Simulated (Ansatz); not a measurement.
Input, command and steps of an Ansatz relaxation.

```yaml
crystal:
  lattice:
    - [-2.215, 2.215, 5.115]
    - [2.215, -2.215, 5.115]
    - [2.215, 2.215, -5.115]
  atoms:
    - { symbol: Ca, position: [0.0, 0.0, 0.0] }
    - { symbol: Ge, position: [0.379, 0.379, 0.0] }
    - { symbol: Ge, position: [0.621, 0.621, 0.0] }
    - { symbol: Au, position: [0.75, 0.25, 0.5] }
    - { symbol: Au, position: [0.25, 0.75, 0.5] }
basis:
  ecutwfc: 500
kpoints:
  mp_grid: { grid: [12, 12, 12] }
hamiltonian:
  xc: r2scan
scf:
  occupations: { method: gaussian, width: 0.1 }
output:
  forces: true
  stress: true
  eigenvalues: true
relax:
  adjacent_minimum: "off"
  f_tol: 0.01
  max_steps: 40
```

```bash
ansatz run input.yaml --threads 1 --pin off --max-ram 2560MiB --backend cpu --events-out ev --progress --plain --runs-dir out
```

The calculation used DFT r2SCAN, scalar-relativistic, plane waves, PAW (Ansatz 0.2.0).

Of 4 frames 3 are shown, positions in Å and forces in eV/Å; the SCF threshold varies from step to step.

```xyz
5
Lattice="-2.2150 2.2150 5.1150 2.2150 -2.2150 5.1150 2.2150 2.2150 -5.1150" Properties=species:S:1:pos:R:3:forces:R:3 pbc="T T T" step=1 free_energy_over_end_meV_per_atom=3.59
Ca    0.0000    0.0000    0.0000    0.0000    0.0000    0.0000
Ge    0.0000    0.0000    3.8772    0.0000    0.0000    0.5308
Ge    0.0000    0.0000    6.3528    0.0000    0.0000   -0.5308
Au    0.0000    2.2150    2.5575    0.0000    0.0000    0.0000
Au    2.2150    0.0000    2.5575    0.0000    0.0000    0.0000
5
Lattice="-2.2150 2.2150 5.1150 2.2150 -2.2150 5.1150 2.2150 2.2150 -5.1150" Properties=species:S:1:pos:R:3:forces:R:3 pbc="T T T" step=2 free_energy_over_end_meV_per_atom=0.10
Ca    0.0000    0.0000    0.0000    0.0000    0.0000    0.0000
Ge    0.0000    0.0000    3.9047    0.0000    0.0000    0.0944
Ge    0.0000    0.0000    6.3254    0.0000    0.0000   -0.0944
Au    0.0000    2.2150    2.5575    0.0000    0.0000    0.0000
Au    2.2150    0.0000    2.5575    0.0000    0.0000    0.0000
5
Lattice="-2.2150 2.2150 5.1150 2.2150 -2.2150 5.1150 2.2150 2.2150 -5.1150" Properties=species:S:1:pos:R:3:forces:R:3 pbc="T T T" step=4 free_energy_over_end_meV_per_atom=0.00
Ca    0.0000    0.0000    0.0000    0.0000    0.0000    0.0000
Ge    0.0000    0.0000    3.9102    0.0000    0.0000   -0.0012
Ge    0.0000    0.0000    6.3198    0.0000    0.0000    0.0012
Au    0.0000    2.2150    2.5575    0.0000    0.0000    0.0000
Au    2.2150    0.0000    2.5575    0.0000    0.0000    0.0000
```

The run took 6.1 min on 1 thread of Arm Neoverse V1, with other jobs on the host, peak memory 1.2 GiB.

Spin–orbit coupling is left out, which can shift energies with elements as heavy as these.